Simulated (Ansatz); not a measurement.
AlPt:
```cif
data_Al4Pt4
_chemical_formula_sum 'Al4 Pt4'
_space_group_name_H-M_alt 'P 1'
_space_group_IT_number 1
_cell_length_a 4.87756
_cell_length_b 4.87756
_cell_length_c 4.87756
_cell_angle_alpha 90.000
_cell_angle_beta 90.000
_cell_angle_gamma 90.000
loop_
_space_group_symop_operation_xyz
  'x, y, z'
loop_
_atom_site_label
_atom_site_type_symbol
_atom_site_fract_x
_atom_site_fract_y
_atom_site_fract_z
_atom_site_occupancy
Al1 Al 0.84412 0.84412 0.84412 1
Al2 Al 0.65588 0.15588 0.34412 1
Al3 Al 0.34412 0.65588 0.15588 1
Al4 Al 0.15588 0.34412 0.65588 1
Pt1 Pt 0.15493 0.15493 0.15493 1
Pt2 Pt 0.34507 0.84507 0.65493 1
Pt3 Pt 0.65493 0.34507 0.84507 1
Pt4 Pt 0.84507 0.65493 0.34507 1
```

Relaxed with r²SCAN.

Tabulate the valence density and the electron localisation function along the shortest Al–Pt contact (2.60 Å), r²SCAN in the plane-wave PAW code Ansatz.



```
distance from Al (Å)  density (e/Å³)   ELF
--------------------  --------------  ----
0.26                            0.05  0.01
0.39                            0.07  0.02
0.52                            0.11  0.05
0.65                            0.16  0.19
0.78                            0.21  0.40
0.91                            0.26  0.54
1.04                            0.29  0.57
1.17                            0.34  0.54
1.30                            0.40  0.47
1.43                            0.53  0.40
1.56                            0.77  0.39
1.69                            1.28  0.43
1.82                            2.46  0.50
1.95                            4.42  0.54
2.08                            6.66  0.56
2.21                            8.75  0.56
2.34                           10.35  0.57
```

The density is the valence pseudo-density with augmentation charge, so density and ELF within about 1 Å of a nucleus are not all-electron values.

Space group P2_13. The workflow started from a Materials Project entry (that database holds measured and hypothetical structures alike); the Crystallography Open Database copy checked does not list it. With Al and Pt taken as one species the cell has the higher symmetry Pa-3, so it may be an ordered model of a mixed-site phase. Its standing as an ambient phase is unchecked. The r²SCAN relaxation kept the symmetry of its start; its stability against distortions is not shown here. The run is not spin-polarised. Scalar-relativistic: spin–orbit coupling is off unless named, which matters more the heavier the elements.

Potentials: the earlier of the program's two PAW sets.
